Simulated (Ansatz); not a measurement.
**GaP, first-principles data**

GaP:
```yaml
crystal:
  lattice:
    - [-2.39179, 2.39179, 1.36723]
    - [2.39179, -2.39179, 1.36723]
    - [2.39179, 2.39179, -1.36723]
  atoms:
    - { symbol: Ga, position: [0.25000, 0.75000, 0.50000] }
    - { symbol: P, position: [0.00000, 0.00000, 0.00000] }
```

Space group I-4m2 (No. 119); conventional cell a = b = 4.7836 Å, c = 2.7345 Å, α = β = γ = 90.00°.

Method: LDA in the plane-wave PAW code Ansatz. Structure relaxed to zero pressure with the same functional. Other levels are named where they apply.

**Cell and energy**

```
Quantity                                                        Value
-----------------------------------------------------  --------------
Volume per atom                                              15.64 Å³
Density                                                    5.34 g/cm³
Formation energy from the elements (no fitted shifts)  -0.009 eV/atom
```

**Electronic structure**

```
Quantity                                                                    Result
------------------------------------  --------------------------------------------
Electronic character                                             metallic (no gap)
Density of states at the Fermi level  0.31 states/eV per atom (mean over ±0.08 eV)
```

**Mechanics**

```
Quantity                                                                                                     Value
--------------------------------------------  --------------------------------------------------------------------
Bulk modulus (Birch–Murnaghan fit)                                                                        93.9 GPa
Pressure derivative B′                                                                                         4.9
Elastic constants (relaxed ions, GPa)         C11 = 157, C12 = 80.0, C13 = 77.0, C33 = 105, C44 = 48.2, C66 = 99.0
Mechanical stability                                                        stable (all eigenvalues of C positive)
Hill bulk and shear moduli                                                                       96.2 and 46.1 GPa
Young's modulus                                                                                            119 GPa
Poisson's ratio                                                                                               0.29
Debye temperature from the elastic constants                                                                 390 K
```

**Phonons**

```
Item                                           Result
-----------------------------  ----------------------
Highest zone-centre frequency                7.29 THz
Zone-centre stability          no imaginary mode at Γ
```

The workflow started from a Materials Project entry (that database holds measured and hypothetical structures alike); the Crystallography Open Database copy checked does not list it. It is not the phase usual at ambient conditions (space group No. 216). Symmetry was held in the LDA relaxation. As this level gives no gap, shear constants depend on the k-mesh and smearing (Fermi–Dirac, 0.1 eV here). As this level gives no gap, phonon frequencies hold no LO–TO term and depend on the k-mesh and smearing (Fermi–Dirac, 0.1 eV here). The references are the lowest solids computed at this level, not always the standard phases. Spin–orbit coupling is left out wherever it is not named.

Potentials: the later of the program's two PAW sets.
